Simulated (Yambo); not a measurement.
A free-standing WSe2 monolayer (symmetry P-6m2, slab cell 16.3 Å high); a = 3.2462 Å, b = 3.2462 Å, c = 16.3000 Å, α = 90.00°, β = 90.00°, γ = 120.00°. With the G0W0 scissor the direct gap on the mesh is 2.65 eV.

Task: Can the lowest exciton of this BSE run be trusted, and with what binding energy? (Yambo, LDA bands; 18×18×1 mesh, 6 valence and 7 conduction bands, static screening with 52 bands and a 3 Ry block, scissor 0.90 eV, Tamm-Dancoff, stochastic integration of W near q = 0.)

Result: The two meshes tried agree. These are vertical excitations (zero momentum); the indirect quasiparticle gap, about 2.34 eV, is smaller than the direct one (2.65 eV on the GW mesh). The lowest state lies at 2.17 eV (strong for light along x, 2 states within 2 meV), the direct quasiparticle gap on this mesh at 2.65 eV. Its binding energy, counted from that gap, is 0.48 eV; it spreads over about 2.9 k points of the mesh, few, but the stochastic integration of W makes the binding depend weakly on the mesh. On a 15×15×1 mesh the same difference is 0.51 eV. The scissor comes from a G0W0 run whose convergence isn't established. Spin-orbit coupling is left out, which matters for elements this heavy: edges can move by tenths of an eV.

The standard potential for Se keeps a d shell in the valence without the s and p states of that shell. In tests on such compounds this moved G0W0 gaps by up to about 0.9 eV, so absolute quasiparticle energies here are unreliable; differences between settings are what counts.

Geometry relaxed with LDA.
